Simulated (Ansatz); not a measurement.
Zn₄SeS₃ (P-43m)

Level of theory: DFT PBE, scalar-relativistic, plane waves, PAW (Ansatz).

Cutoff 420 eV; k points 6×6×6 on the computed 8-atom cell (Γ-centred); Gaussian smearing, width 0.02 eV; no spin polarisation.

The structure is relaxed at this level of theory with its symmetry kept, and needn't be the ground state of this composition.

```cif
data_structure
_symmetry_space_group_name_H-M 'P 1'
_symmetry_Int_Tables_number 1
_cell_length_a 5.5156
_cell_length_b 5.5156
_cell_length_c 5.5156
_cell_angle_alpha 90.000
_cell_angle_beta 90.000
_cell_angle_gamma 90.000
_cell_volume 167.79
loop_
_atom_site_label
_atom_site_type_symbol
_atom_site_fract_x
_atom_site_fract_y
_atom_site_fract_z
_atom_site_occupancy
Zn1 Zn 0.74361 0.74361 0.74361 1
Zn2 Zn 0.74361 0.25639 0.25639 1
Zn3 Zn 0.25639 0.74361 0.25639 1
Zn4 Zn 0.25639 0.25639 0.74361 1
Se1 Se 0.00000 0.00000 0.00000 1
S1 S 0.50000 0.50000 0.00000 1
S2 S 0.50000 0.00000 0.50000 1
S3 S 0.00000 0.50000 0.50000 1
```

- Space group: P-43m (No. 215)
- Volume per atom: 20.97 Å³
- Formation energy from the elements' standard states (uncorrected): -0.787 eV/atom
- Kohn–Sham band gap: 1.73 eV, direct at Γ
- Orbital (Löwdin) character of the top 1 eV of the valence band: S 3p 50 %, Se 4p 38 %, Zn 3d 7 %
- Orbital (Löwdin) character of the lowest 1 eV of the conduction band: Zn 4s 54 %, S 3s 18 %, S 3p 13 %, unprojected 7 %
- Electron masses at the edge by direction of the standard setting (m_e; one valley, along these axes only; no spin-orbit coupling): x: 0.15; y: 0.15; z: 0.15
- Hole masses at the edge by direction of the standard setting (m_e; one valley, along these axes only; no spin-orbit coupling): x: 0.70, 0.70, 0.16; y: 0.70, 0.70, 0.16; z: 0.70, 0.70, 0.16
- Bulk modulus: 66 GPa
- Its pressure derivative: 4.5
- Bader charge by site (e): Zn (4 in the cell) 0.85, Se (1 in the cell) -0.75, S (3 in the cell) -0.89

The cell was found from a structure generator's guess, not taken from experiment. Kohn–Sham gaps at this level usually fall short of measured ones. Löwdin shares on free-atom orbitals overweight diffuse shells in the empty bands.
